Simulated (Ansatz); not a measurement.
An Ansatz (a first-principles code) run. Input:

Ansatz 0.2 input:
```yaml
crystal:
  lattice:
    - [0.0, 2.1873643547, 2.1873643547]
    - [2.1873643547, 0.0, 2.1873643547]
    - [2.1873643547, 2.1873643547, 0.0]
  atoms:
    - { symbol: Ta, position: [0.5, 0.5, 0.5] }
    - { symbol: N, position: [0.0, 0.0, 0.0] }
kpoints:
  mp_grid: { grid: [34, 34, 34] }
hamiltonian:
  xc: pbesol
  pseudopotentials: { azcp: { folder: ./paw }, kind: paw }
scf:
  occupations: { method: fermi_dirac, width: 0.1 }
elastic: { mode: relaxed_ion, stencil: two_point, amplitude: 0.005, f_tol: 0.0005 }
```

Output (shortened):

```
Pseudopotential: Ta, paw, valence charge 13
Pseudopotential: N, paw, valence charge 5
Functional definition: PBEsol
Crystal: 2 atoms, lattice volume = 20.931 Å³
Basis set: ecut = 420 eV, 411 PW (Γ), exchange–correlation on 48×48×48 points (8 copies of the dense FFT grid, shifted against one another)
Bands: 13, of which v1, the nominal top of the filled ones, is band 9 counted from 1 (8 counted from 0)
Symmetry: 48 space group operations
Space group: Fm-3m (ITA 225), of the structure as read, at distance tolerance 2.8e-5 Å
k-points: 1059 of 39304
SCF iter   1: F=—  HF=-10188.084773 eV  |F-HF|=—  |Δ(HF+E_count)|=         —  Δρ=4.81e-2  dr2=4.73e-1  ethr=3.10e-3  ⟨swp⟩=5.1  Hψ=144100  notcnv=0  defer=5
automatic band count: the SCF goes on with 17 bands, as 13 were too few: the levels above may hold too much charge
preconditioner: auto → none
SCF iter   2: F=—  HF=-10188.058684 eV  |F-HF|=—  |Δ(HF+E_count)|=   2.61e-2  Δρ=3.43e-2  dr2=2.77e-1  ethr=2.63e-3  ⟨swp⟩=1.0  Hψ=26475  notcnv=0  defer=27
SCF iter   3: F=—  HF=-10187.996400 eV  |F-HF|=—  |Δ(HF+E_count)|=   6.23e-2  Δρ=3.05e-3  dr2=4.18e-4  ethr=1.54e-3  ⟨swp⟩=2.3  Hψ=25138  notcnv=0  defer=147
SCF iter   4: F=—  HF=-10187.996644 eV  |F-HF|=—  |Δ(HF+E_count)|=   2.44e-4  Δρ=6.13e-4  dr2=9.28e-5  ethr=2.32e-6  ⟨swp⟩=2.5  Hψ=31561  notcnv=0  defer=1114
SCF iter   5: F=—  HF=-10187.996626 eV  |F-HF|=—  |Δ(HF+E_count)|=   1.81e-5  Δρ=4.46e-5  dr2=2.82e-7  ethr=5.15e-7  ⟨swp⟩=1.8  Hψ=19421  notcnv=0  defer=1114
SCF iter   6: F=—  HF=-10187.996625 eV  |F-HF|=—  |Δ(HF+E_count)|=   1.08e-6  Δρ=4.14e-6  dr2=1.93e-9  ethr=1.57e-9  ⟨swp⟩=2.3  Hψ=23500  notcnv=0  defer=1124
SCF iter   7: F=—  HF=-10187.996625 eV  |F-HF|=—  |Δ(HF+E_count)|=  1.40e-10  Δρ=6.10e-7  dr2=5.71e-11  ethr=1.07e-11  ⟨swp⟩=2.1  Hψ=25260  notcnv=0  defer=1124
SCF iter   8: F=—  HF=-10187.996625 eV  |F-HF|=—  |Δ(HF+E_count)|=  2.91e-11  Δρ=6.93e-8  dr2=3.64e-13  ethr=3.17e-13 (applied; sched 1.00e-12)  ⟨swp⟩=2.0  Hψ=24919  notcnv=0  defer=1365
SCF iter   9: F=-10187.996625 eV  HF=-10187.996625 eV  |F-HF|=1.82e-12  |Δ(HF+E_count)|=    0.00e0  Δρ=1.17e-8  dr2=1.15e-14  ethr=1.00e-12  ⟨swp⟩=7.7  Hψ=67165  notcnv=0
SCF 1 converged in 9 iterations: F = -10187.996625 eV  dr2 = 1.15e-14
Crystal: 2 atoms, lattice volume = 20.827 Å³
Bands: 17, of which v1, the nominal top of the filled ones, is band 9 counted from 1 (8 counted from 0)
Symmetry: 16 space group operations
k-points: 2844 of 39304
iter 1 solved again at ethr=1.63e-6 eV; its pass at ethr=3.10e-3 eV (dr2=2.93e-4 eV) is discarded
SCF iter   1: F=—  HF=-10187.995386 eV  |F-HF|=—  |Δ(HF+E_count)|=         —  Δρ=1.51e-3  dr2=3.31e-4  ethr=1.63e-6  ⟨swp⟩=2.2  Hψ=262719  notcnv=0  defer=2315
preconditioner: auto → none
SCF iter   2: F=—  HF=-10187.995279 eV  |F-HF|=—  |Δ(HF+E_count)|=   1.06e-4  Δρ=5.72e-4  dr2=4.71e-5  ethr=1.63e-6  ⟨swp⟩=1.6  Hψ=52263  notcnv=0  defer=2315
SCF iter   3: F=—  HF=-10187.995262 eV  |F-HF|=—  |Δ(HF+E_count)|=   1.75e-5  Δρ=6.28e-5  dr2=5.86e-7  ethr=2.61e-7  ⟨swp⟩=1.8  Hψ=51730  notcnv=0  defer=2315
SCF iter   4: F=—  HF=-10187.995261 eV  |F-HF|=—  |Δ(HF+E_count)|=   1.01e-6  Δρ=7.52e-6  dr2=1.15e-8  ethr=3.26e-9  ⟨swp⟩=1.3  Hψ=46627  notcnv=0  defer=2315
SCF iter   5: F=—  HF=-10187.995261 eV  |F-HF|=—  |Δ(HF+E_count)|=   3.75e-9  Δρ=1.43e-6  dr2=1.55e-10  ethr=6.36e-11  ⟨swp⟩=2.5  Hψ=65825  notcnv=0  defer=2315
SCF iter   6: F=—  HF=-10187.995261 eV  |F-HF|=—  |Δ(HF+E_count)|=  1.82e-11  Δρ=1.29e-7  dr2=1.47e-12  ethr=8.59e-13 (applied; sched 1.00e-12)  ⟨swp⟩=2.1  Hψ=57924  notcnv=0  defer=2758
SCF iter   7: F=-10187.995261 eV  HF=-10187.995261 eV  |F-HF|=1.82e-12  |Δ(HF+E_count)|=  3.64e-12  Δρ=1.40e-8  dr2=2.39e-14  ethr=1.00e-12  ⟨swp⟩=4.0  Hψ=138320  notcnv=0
SCF 2 converged in 7 iterations: F = -10187.995261 eV  dr2 = 2.39e-14
Crystal: 2 atoms, lattice volume = 21.036 Å³
iter 1 solved again at ethr=8.06e-10 eV; its pass at ethr=3.10e-3 eV (dr2=1.45e-7 eV) is discarded
SCF iter   1: F=—  HF=-10187.995412 eV  |F-HF|=—  |Δ(HF+E_count)|=         —  Δρ=4.01e-5  dr2=1.72e-7  ethr=8.06e-10  ⟨swp⟩=2.6  Hψ=255472  notcnv=0  defer=1673
preconditioner: auto → none
SCF iter   2: F=—  HF=-10187.995411 eV  |F-HF|=—  |Δ(HF+E_count)|=   1.44e-6  Δρ=1.70e-5  dr2=2.54e-8  ethr=8.06e-10  ⟨swp⟩=2.0  Hψ=58439  notcnv=0  defer=1673
SCF iter   3: F=—  HF=-10187.995411 eV  |F-HF|=—  |Δ(HF+E_count)|=  8.95e-10  Δρ=2.21e-6  dr2=2.96e-10  ethr=1.41e-10  ⟨swp⟩=2.1  Hψ=56645  notcnv=0  defer=1673
SCF iter   4: F=—  HF=-10187.995411 eV  |F-HF|=—  |Δ(HF+E_count)|=  1.66e-10  Δρ=1.84e-7  dr2=3.72e-12  ethr=1.65e-12  ⟨swp⟩=1.2  Hψ=46040  notcnv=0  defer=1673
SCF iter   5: F=-10187.995411 eV  HF=-10187.995411 eV  |F-HF|=5.46e-12  |Δ(HF+E_count)|=  5.46e-12  Δρ=2.29e-8  dr2=5.96e-14  ethr=1.00e-12  ⟨swp⟩=3.0  Hψ=157845  notcnv=0
SCF 3 converged in 5 iterations: F = -10187.995411 eV  dr2 = 5.96e-14
Crystal: 2 atoms, lattice volume = 20.931 Å³
Symmetry: 8 space group operations
k-points: 5373 of 39304
iter 1 solved again at ethr=2.93e-7 eV; its pass at ethr=3.10e-3 eV (dr2=5.28e-5 eV) is discarded
SCF iter   1: F=—  HF=-10187.996541 eV  |F-HF|=—  |Δ(HF+E_count)|=         —  Δρ=5.39e-4  dr2=6.14e-5  ethr=2.93e-7  ⟨swp⟩=2.0  Hψ=487168  notcnv=0  defer=4584
preconditioner: auto → none
SCF iter   2: F=—  HF=-10187.996516 eV  |F-HF|=—  |Δ(HF+E_count)|=   2.46e-5  Δρ=1.67e-4  dr2=3.80e-6  ethr=2.93e-7  ⟨swp⟩=2.1  Hψ=126357  notcnv=0  defer=4584
SCF iter   3: F=—  HF=-10187.996514 eV  |F-HF|=—  |Δ(HF+E_count)|=   1.93e-6  Δρ=3.80e-5  dr2=6.29e-8  ethr=2.11e-8  ⟨swp⟩=2.2  Hψ=124701  notcnv=0  defer=4584
SCF iter   4: F=—  HF=-10187.996515 eV  |F-HF|=—  |Δ(HF+E_count)|=   3.49e-7  Δρ=1.07e-6  dr2=6.50e-11  ethr=3.49e-10  ⟨swp⟩=1.0  Hψ=83391  notcnv=0  defer=4584
SCF iter   5: F=—  HF=-10187.996515 eV  |F-HF|=—  |Δ(HF+E_count)|=  9.28e-11  Δρ=1.70e-7  dr2=1.18e-12  ethr=3.61e-13 (applied; sched 1.00e-12)  ⟨swp⟩=2.0  Hψ=134070  notcnv=0  defer=7952
SCF iter   6: F=-10187.996515 eV  HF=-10187.996515 eV  |F-HF|=1.82e-12  |Δ(HF+E_count)|=  1.82e-12  Δρ=8.07e-9  dr2=5.89e-15  ethr=1.00e-12  ⟨swp⟩=4.0  Hψ=240791  notcnv=0
SCF 4 converged in 6 iterations: F = -10187.996515 eV  dr2 = 5.89e-15
Crystal: 2 atoms, lattice volume = 20.931 Å³
iter 1 solved again at ethr=2.51e-10 eV; its pass at ethr=3.10e-3 eV (dr2=4.52e-8 eV) is discarded
SCF iter   1: F=—  HF=-10187.996516 eV  |F-HF|=—  |Δ(HF+E_count)|=         —  Δρ=1.85e-5  dr2=4.79e-8  ethr=2.51e-10  ⟨swp⟩=2.7  Hψ=476159  notcnv=0  defer=3696
preconditioner: auto → none
SCF iter   2: F=—  HF=-10187.996515 eV  |F-HF|=—  |Δ(HF+E_count)|=   1.47e-6  Δρ=7.73e-6  dr2=6.95e-9  ethr=2.51e-10  ⟨swp⟩=1.0  Hψ=83266  notcnv=0  defer=3696
SCF iter   3: F=—  HF=-10187.996515 eV  |F-HF|=—  |Δ(HF+E_count)|=   1.59e-9  Δρ=9.25e-7  dr2=7.92e-11  ethr=3.86e-11  ⟨swp⟩=1.0  Hψ=83266  notcnv=0  defer=3696
SCF iter   4: F=—  HF=-10187.996515 eV  |F-HF|=—  |Δ(HF+E_count)|=  1.09e-11  Δρ=5.64e-8  dr2=2.53e-13  ethr=4.40e-13 (applied; sched 1.00e-12)  ⟨swp⟩=1.1  Hψ=83819  notcnv=0  defer=7472
SCF iter   5: F=-10187.996515 eV  HF=-10187.996515 eV  |F-HF|=0.00e0  |Δ(HF+E_count)|=  3.64e-12  Δρ=1.48e-8  dr2=2.49e-14  ethr=1.00e-12  ⟨swp⟩=4.0  Hψ=260602  notcnv=0
SCF 5 converged in 5 iterations: F = -10187.996515 eV  dr2 = 2.49e-14
SCF converged after 9 iterations
Free energy (F): -10187.996625 eV
Harris-Foulkes:  -10187.996625 eV  (|F-HF|=1.82e-12)
Internal energy: -10187.970755 eV  (E = F + TS)
E sigma→0 (E₀):  -10187.983690 eV
Entropy (-TS):   -0.025870 eV (-12.935 meV/atom)
Fermi energy:    21.778983 eV
--- Per-component energies (eV) ---
  E_band       = -42.586627
  E_kinetic    = 525.718714
  E_local      = -559.846504  (includes V_loc(G=0)·N_el)
  E_nonlocal   = 26.491867
  E_hartree    = 200.545892
  E_xc         = -379.389473
  E_vxc        = -310.727976  (∫ρ·V_xc dr)
  E_paw        = -8304.727568  (= ΣΔE_a)
  E_vpaw       = -125.315403  (= ΣTr[D̂ρ^β])
  E_aug_tail   = 0.000890  (compensation charges beyond the density's cutoff)
  E_ewald      = -1697.006384
  E_core_change = 0.241812  (= ΣΔE_core)
  E_smearing   = -0.025870  (= −TS)
  E_closure    = 0.000000  (closes the sum)
  Σ components = -10187.996625   (vs F -10187.996625, Δ=0.00e0)
  [band-id]    e_kinetic+e_local+e_nonlocal+2·e_hartree+e_vxc+e_vpaw+e_augmentation_tail = -42.586629   (vs E_band -42.586627, Δ=-1.66e-6)
--- Forces (eV/Å), atoms counted from 1 ---
  atom   1  Ta     0.00000000     0.00000000     0.00000000
  atom   2  N      0.00000000     0.00000000     0.00000000
  max |Σ_I F_I| component: 0.0 eV/Å
--- Stress (GPa, compression-positive) ---
        0.071041       0.000000       0.000000
        0.000000       0.071041       0.000000
        0.000000       0.000000       0.071041
  P = ⅓ Tr σ = 0.0710 GPa (0.710 kbar)
--- Band table (eV; the first three rows and the last of 1059) ---
  k-point 0: bands = ["-47.5910", "-13.8173", "-13.8173", "-13.8173", "2.8636", "17.9278", "17.9278", "17.9278", "19.6257", "19.6257", "19.6257", "21.8348", "21.8348", "23.4471", "30.8908", "46.2071", "46.2071"]
  k-point 1: bands = ["-47.5905", "-13.8258", "-13.8180", "-13.8180", "2.8856", "17.7966", "17.8413", "17.8413", "19.6655", "19.6655", "19.6911", "21.9290", "21.9290", "23.5136", "30.9583", "45.7162", "46.0132"]
  k-point 2: bands = ["-47.5890", "-13.8510", "-13.8203", "-13.8203", "2.9511", "17.4602", "17.6126", "17.6126", "19.7709", "19.7709", "19.8391", "22.1945", "22.1945", "23.7055", "31.1578", "44.7635", "45.5118"]
  k-point 1058: bands = ["-47.5091", "-14.3859", "-14.3421", "-14.1505", "4.8278", "14.2432", "14.9384", "14.9620", "21.2538", "21.9328", "25.4785", "25.9848", "26.4412", "31.8425", "33.5386", "34.1411", "37.1929"]
--- Elastic constants: 2 strain directions × 2 members + reference (group order 48) ---
  dense FFT box of the reference and of every strained cell: 24×24×24
  strains applied: 11, 23; error gains: componentwise 1.00 (the most a stress slope's error grows in a printed constant), spectral 1.73 (1 for all six strains …
  C = ∂σ_k/∂η_j (tension-positive GPa; Voigt order 11 22 33 23 13 12):
       790.755    140.517    140.517      0.000      0.000      0.000
       140.517    790.755    140.517      0.000      0.000      0.000
       140.517    140.517    790.755      0.000      0.000      0.000
         0.000      0.000      0.000     68.340      0.000      0.000
         0.000      0.000      0.000      0.000     68.340      0.000
         0.000      0.000      0.000      0.000      0.000     68.340
  reference stress σ⁰ (GPa):     -0.071     -0.071     -0.071      0.000      0.000      0.000
  C* (energy form; C + prestress term) asymmetry max|C*_kj − C*_jk| = 2.842e-14 GPa — a small one proves nothing (zero by symmetry where the batch's group is …
  moduli (Voigt/Reuss/Hill, GPa): K = 357.26/357.26/357.26   G = 171.05/99.90/135.48   E = 360.82   ν = 0.332
  mechanically stable: yes (min eigenvalue of sym C = 68.34 GPa)
  where every solve meets its electron count the energy-path curvature estimates C_jj along a normal strain and C_jj − ¼(σ⁰_aa + σ⁰_bb) along a shear (ab), of …
  strain η (Voigt 11):  stress-route row diagonal C_11 = 790.76 GPa, energy-path curvature d²(F+E_count+ΔE)/dδ²/Ω₀ = 790.82 GPa
         δ    σ_11 (GPa)             F (eV)   n_scf  n_hpsi   n_pw
    -5.000e-3      -4.1507      -10187.9952609       7  709546    424   relax 0 steps, max|allowed force component| 0.0 eV/Å
     5.000e-3       3.7569      -10187.9954110       5  608591    425   relax 0 steps, max|allowed force component| 0.0 eV/Å
  strain η (Voigt 23):  stress-route row diagonal C_44 = 68.34 GPa, energy-path curvature d²(F+E_count+ΔE)/dδ²/Ω₀ = 68.38 GPa
         δ    σ_23 (GPa)             F (eV)   n_scf  n_hpsi   n_pw
    -5.000e-3      -0.3417      -10187.9965148       6  1260974    424   relax 0 steps, max|allowed force component| 0.0 eV/Å
     5.000e-3       0.3417      -10187.9965148       5  1051626    424   relax 0 steps, max|allowed force component| 0.0 eV/Å
```

Cost: roughly 3.0 core-minutes on shared cores.

This is a known high-temperature phase of the composition, computed here at zero pressure and temperature. The PBEsol relaxation kept the symmetry of its start; its stability against distortions is not shown here. The run is not spin-polarised. As this level gives no gap, shear constants depend on the k-mesh and smearing (Fermi–Dirac, 0.1 eV here). Scalar-relativistic: spin–orbit coupling is off unless named, which matters more the heavier the elements.

Potentials: the earlier of the program's two PAW sets. The files were generated under PBE; for other functionals the program regenerates the frozen cores, and for LDA and PBEsol the local potential too.

Ansatz is a plane-wave DFT program.
